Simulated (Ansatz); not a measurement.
Input:

YSe:
```cif
data_Se4Y4
_chemical_formula_sum 'Se4 Y4'
_space_group_name_H-M_alt 'Fm-3m'
_space_group_IT_number 225
_space_group_name_Hall '-F 4 2 3'
_cell_length_a 5.68898
_cell_length_b 5.68898
_cell_length_c 5.68898
_cell_angle_alpha 90.000
_cell_angle_beta 90.000
_cell_angle_gamma 90.000
loop_
_atom_site_label
_atom_site_type_symbol
_atom_site_symmetry_multiplicity
_atom_site_Wyckoff_symbol
_atom_site_fract_x
_atom_site_fract_y
_atom_site_fract_z
_atom_site_occupancy
Se1 Se 4 a 0.00000 0.00000 0.00000 1
Y1 Y 4 b 0.50000 0.50000 0.50000 1
```
(The calculation used a cell of 2 atoms; values per cell refer to that cell.)

This is the PBEsol-relaxed structure.

Problem. All from PBEsol (plane waves, PAW; program Ansatz), unless another level is named. Predict the bulk modulus (Birch–Murnaghan fit).

Solution. 871 kbar.

Problem. And the highest zone-centre frequency?

Solution. 212 cm^-1.

Problem. Next, the elastic constants (relaxed ions, GPa)?

Solution. C11 = 220, C12 = 20.9, C44 = 15.2.

The workflow started from an entry of the Crystallography Open Database (COD). Its standing as an ambient phase is unchecked. Symmetry was held in the PBEsol relaxation; of distortions, only those at the zone centre were tested. No spin polarisation was allowed. With an odd number of electrons in the cell and no spin polarisation, the count alone makes it a metal. As this level gives no gap, shear constants depend on the k-mesh and smearing (Fermi–Dirac, 0.1 eV here). As this level gives no gap, phonon frequencies hold no LO–TO term and depend on the k-mesh and smearing (Fermi–Dirac, 0.1 eV here).

Potentials: the later of the program's two PAW sets.
